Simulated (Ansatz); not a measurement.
A plane-wave DFT run in Ansatz 0.2.0 (scalar-relativistic PAW potentials unless the input names others): input and command.

```yaml
crystal:
  lattice:
    - [0.0, 4.5391449497, 4.5391449497]
    - [4.5391449497, 0.0, 4.5391449497]
    - [4.5391449497, 4.5391449497, 0.0]
  atoms:
    - { symbol: K, position: [0.5, 0.5, 0.5] }
    - { symbol: Rb, position: [0.75, 0.75, 0.75] }
    - { symbol: Rb, position: [0.25, 0.25, 0.25] }
    - { symbol: As, position: [0.0, 0.0, 0.0] }
    - { symbol: F, position: [0.8030494608, 0.2542300496, 0.1969505392] }
    - { symbol: F, position: [0.2542300496, 0.1969505392, 0.7457699504] }
    - { symbol: F, position: [0.1969505392, 0.7457699504, 0.8030494608] }
    - { symbol: F, position: [0.2255902944, 0.7744097056, 0.2255902944] }
    - { symbol: F, position: [0.7744097056, 0.2255902944, 0.7744097056] }
    - { symbol: F, position: [0.7457699504, 0.8030494608, 0.2542300496] }
basis:
  ecutwfc: 420
  ecutrho_ratio: 0
kpoints:
  mp_grid: { grid: [4, 4, 4] }
hamiltonian:
  xc: pbesol
scf:
  occupations: { method: gaussian, width: 0.05 }
  max_iter: 75
output:
  forces: true
  eigenvalues: true
  stress: true
```

```bash
ansatz run input.yaml --threads 2 --pin off --max-ram 5120MiB --backend cpu --events-out ev --progress --plain --runs-dir out
```

Question: What is wrong with this input?

Answer: The program refuses it, because of a density cutoff too low for products of the waves, which reach up to 4 times the waves' cutoff (basis.ecutrho_ratio: not typed → 0). Without that key it is accepted.

Abridged log:
```
Error: invalid value for `basis.ecutrho_ratio`: must be in [1, 1024]; got 0
```